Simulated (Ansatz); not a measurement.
Si₂Ni₆B:
```yaml
crystal:
  lattice:
    - [6.05963, 0.00000, 0.00000]
    - [-3.02981, 5.24779, 0.00000]
    - [0.00000, 0.00000, 2.83130]
  atoms:
    - { symbol: B, position: [0.00000, 0.00000, 0.50000] }
    - { symbol: Si, position: [0.33333, 0.66667, 0.00000] }
    - { symbol: Si, position: [0.66667, 0.33333, 0.00000] }
    - { symbol: Ni, position: [0.61092, 0.00000, 0.50000] }
    - { symbol: Ni, position: [0.38908, 0.38908, 0.50000] }
    - { symbol: Ni, position: [0.00000, 0.61092, 0.50000] }
    - { symbol: Ni, position: [0.24502, 0.00000, 0.00000] }
    - { symbol: Ni, position: [0.75498, 0.75498, 0.00000] }
    - { symbol: Ni, position: [0.00000, 0.24502, 0.00000] }
```

Relaxed with r²SCAN. Special points in fractions of this cell's reciprocal vectors: Γ (0.000, 0.000, 0.000); M (0.500, 0.000, 0.000); K (0.333, 0.333, 0.000); A (0.000, 0.000, 0.500); L (0.500, 0.000, 0.500); H (0.333, 0.333, 0.500).

### Question
List the band energies nearest the Fermi level at these points for the program Ansatz at the r²SCAN level (PAW).

### Answer
In eV from the Fermi level; about four levels below and three above (degenerate sets whole), none deeper than 8.9 eV; points with the same levels are listed once.

| k | below | above |
|---|---|---|
| Γ | -0.77 -0.76 -0.67 -0.67 | 3.80 4.01 4.01 |
| M | -0.82 -0.68 -0.64 -0.49 | 0.51 1.40 1.86 |
| K | -0.97 -0.81 -0.62 -0.62 | 1.11 1.77 1.77 |
| A | -0.48 -0.48 -0.04 -0.04 | 0.55 0.94 1.70 |
| L | -0.67 -0.64 -0.62 -0.42 | 1.56 1.67 2.73 |
| H | -0.74 -0.74 -0.68 -0.54 -0.54 | 1.73 2.33 2.33 |

Space group P-62m. The workflow started from an entry of the Crystallography Open Database (COD). Its standing as an ambient phase is unchecked. Symmetry was held in the r²SCAN relaxation; its stability against distortions is not shown here. The workflow began spin-polarised and lost its moments.

Potentials: the later of the program's two PAW sets.
